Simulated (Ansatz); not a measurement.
Computed properties of ZrSnO4 (rutile sites, P-42_1m)

All numbers come from Ansatz. The cell comes from a prototype generator: it can be a known phase or a hypothetical one. No magnetic order is allowed.

Structure: a 12-atom cell of ZrSnO4 built on the rutile structure (relaxed group P-42_1m), at its r2SCAN minimum. The symmetry is P-42_1m (No. 113, tetragonal); a = 4.813 Å, c = 6.478 Å in the conventional setting, 12.51 Å³ an atom. Sn is surrounded by 6 O at 2.06–2.08 Å; O is surrounded by 2 Sn at 2.06–2.08 Å and 1 Zr at 2.11 Å; Zr is surrounded by 6 O at 2.09–2.11 Å; O is surrounded by 1 Sn at 2.08 Å and 2 Zr at 2.09–2.11 Å.

```cif
data_structure
_symmetry_space_group_name_H-M 'P-42_1m'
_symmetry_Int_Tables_number 113
_cell_length_a 4.8133
_cell_length_b 4.8133
_cell_length_c 6.4778
_cell_angle_alpha 90.000
_cell_angle_beta 90.000
_cell_angle_gamma 90.000
_cell_volume 150.08
loop_
_atom_site_label
_atom_site_type_symbol
_atom_site_symmetry_multiplicity
_atom_site_Wyckoff_symbol
_atom_site_fract_x
_atom_site_fract_y
_atom_site_fract_z
_atom_site_occupancy
Sn1 Sn 2 c 0.00000 0.50000 0.12198 1
O1 O 4 e 0.69713 0.80287 0.12307 1
Zr1 Zr 2 c 0.00000 0.50000 0.62513 1
O2 O 4 e 0.69269 0.80731 0.62961 1
```

Relaxed lattice by functional, symmetry kept:
```
functional  k mesh  a (Å)  c (Å)  volume (Å³/atom)
       PBE   6×6×4  4.863  6.527             12.86
    r2SCAN   6×6×4  4.813  6.478             12.51
    PBEsol   6×6×4  4.810  6.475             12.48
```

On this one geometry the levels give:
```json
{"level": "PBE", "k mesh": "6×6×4", "gap (eV)": "2.79", "kind": "direct", "edges": "Γ", "least direct gap (eV)": "2.79"}
{"level": "PBE+SOC", "k mesh": "6×6×4", "gap (eV)": "2.79", "kind": "direct", "edges": "Γ", "least direct gap (eV)": "2.79"}
{"level": "r2SCAN", "k mesh": "6×6×4", "gap (eV)": "3.41", "kind": "direct", "edges": "Γ", "least direct gap (eV)": "3.41"}
```
PBE: smearing of 0.02 eV; the others have fixed occupations.
Wave cutoffs: 420 eV, 500 eV (r2SCAN). Run but not listed, since they were read on a mesh alone, on too coarse a mesh, or into states of the vacuum: HSE06, PBE0.

With r2SCAN the gap is 3.41 eV and direct, at Γ. Spin-orbit coupling changes the PBE gap by 0.00 eV, to 2.79 eV.

Spin-orbit coupling moves the least or the direct gap by up to 0.01 eV, so it can be left out where a tenth of an eV counts. Among these functionals the gap stays direct.

r2SCAN (ground state on 4×4×4): The clamped-ion dielectric constant comes out as 4.21 along x and y, 4.70 along z. Born charges, averaged over directions: Sn +4.44, O -2.66 to -2.40, Zr +5.69 e. The program notes that the ground state's band table doesn't vouch for all the bands that the response reads.

On the PBEsol cell (a = 4.810 Å, c = 6.475 Å), with PBEsol: The zone-centre optical frequencies run from 99 to 748 cm⁻¹, none imaginary (the rest of the zone wasn't tested). The long-range field leaves the highest mode where it is. By the program's warning the force constants, and with them frequencies and ε⁰, aren't converged on this mesh. ε∞: 4.66 along x and y, 5.24 along z. With the ions relaxed, ε⁰ is 26.3 along x and y, 19.0 along z. Born charges, averaged over directions: Sn +4.45, O -2.70 to -2.42, Zr +5.79 e. The program notes that the ground state's band table doesn't vouch for all the bands that the response reads.

Only the levels marked +SOC include spin-orbit coupling.
